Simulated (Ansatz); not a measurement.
An ordered 6-atom cell of Al3As2N on the zincblende lattice (Imm2), relaxed with r2SCAN, was run in Ansatz under altered settings. All numbers are computed, without spin polarisation but where a row says otherwise.

```yaml
crystal:
  lattice:
    - [-1.84719, 5.61030, 2.57380]
    - [1.84719, -5.61030, 2.57380]
    - [1.84719, 5.61030, -2.57380]
  atoms:
    - { symbol: N, position: [0.99874, 0.99874, 0.00000] }
    - { symbol: Al, position: [0.18236, 0.68236, 0.50000] }
    - { symbol: As, position: [0.33252, 0.99539, 0.33713] }
    - { symbol: Al, position: [0.64938, 0.78906, 0.86032] }
    - { symbol: As, position: [0.65827, 0.99539, 0.66287] }
    - { symbol: Al, position: [0.92873, 0.78906, 0.13968] }
```

The base run's other keys:
```yaml
kpoints:
  mp_grid: { grid: [4, 4, 4] }
hamiltonian:
  xc: hse06
scf:
  occupations: { method: fermi_dirac, width: 0.02 }
  n_extra_bands: 5
```

It takes 23 iterations with 2085 plane waves at 420 eV and 18 k points, and leaves a mean stress of -0.03 GPa. The gap over this mesh is 0.532 eV. It ran on 4 threads of Arm Neoverse N1 (shared host).

Outcomes, with energy and stress as changes against the base:
```tsv
setting	outcome	ΔF (meV/atom)	Δ mean stress (GPa)	gap on the mesh (eV)	iterations	wall time
PBE hybrid, exx coeff 0.4, unscreened	converged	–	-1.5	2.076	32	93 s
scf.exx.ecutfock_ratio: 2	converged	0.0	0.0	0.532	23	67 s
scf.occupations: fermi_dirac 0.001	converged	0.0	0.0	0.532	21	68 s
```
A dash marks a value that wasn't obtained or can't be compared. Stress is positive in compression. The base took 70 s.

- PBE hybrid, exx coeff 0.4, unscreened. That is 40 % exact exchange, at all ranges, against HSE06's 25 % screened at 0.208 1/Å. The mean stress moves by -1.5 GPa and the gap on the mesh by +1.544 eV (to 2.076). Totals of different functionals aren't comparable.

Within 1 meV an atom, 0.1 GPa and 0.005 eV of the base stay: scf.exx.ecutfock_ratio: 2; scf.occupations: fermi_dirac 0.001.

The runs are scalar-relativistic, without spin-orbit coupling.

The stress of a hybrid is loosely converged in these runs.

The meshes of the hybrids are coarse, so their gaps aren't converged to the digits shown.
